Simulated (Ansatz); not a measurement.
NaLiCdS2:
```xyz
5
Lattice="4.0930 0.0000 0.0000 -2.0465 3.5447 0.0000 0.0000 0.0000 6.9163" Properties=species:S:1:pos:R:3 pbc="T T T"
Na     0.0000     2.3631     6.7315
Li     2.0465     1.1816     4.5836
Cd     0.0000     0.0000     2.6309
S      2.0465     1.1816     1.6813
S      0.0000     0.0000     5.1214
```

Relaxed with PBEsol. Special points in fractions of this cell's reciprocal vectors: Γ (0.000, 0.000, 0.000); M (0.500, 0.000, 0.000); K (0.333, 0.333, 0.000); A (0.000, 0.000, 0.500); L (0.500, 0.000, 0.500); H (0.333, 0.333, 0.500).

### Question
List the band energies nearest the valence-band maximum at these points for PBEsol with spin–orbit coupling in the plane-wave PAW code Ansatz.

### Answer
In eV from the valence-band maximum; about four levels below and three above (degenerate sets whole), none deeper than 8.9 eV; points with the same levels are listed once.

```json
[
 {"k": "Γ", "below": "-0.03 -0.03 0.00 0.00", "above": "1.60 1.60 4.50 4.50"},
 {"k": "M", "below": "-1.15 -1.15 -0.55 -0.55", "above": "3.50 3.50 4.52 4.52"},
 {"k": "K", "below": "-1.50 -1.48 -1.46 -1.44", "above": "4.43 4.50 4.98"},
 {"k": "A", "below": "-0.18 -0.18 -0.13 -0.13", "above": "2.56 2.56 4.95 4.95"},
 {"k": "L", "below": "-0.84 -0.84 -0.70 -0.70", "above": "3.40 3.40 3.79 3.79"},
 {"k": "H", "below": "-1.00 -0.99 -0.80 -0.78", "above": "4.24 4.24 4.84"}
]
```

Space group P3m1. The first step of the workflow began from a Materials Project structure, measured or hypothetical; the Crystallography Open Database copy checked does not list it. Its standing as an ambient phase is unchecked. The PBEsol relaxation kept the symmetry of its start; its stability against distortions is not shown here.

Potentials: the later of the program's two PAW sets.
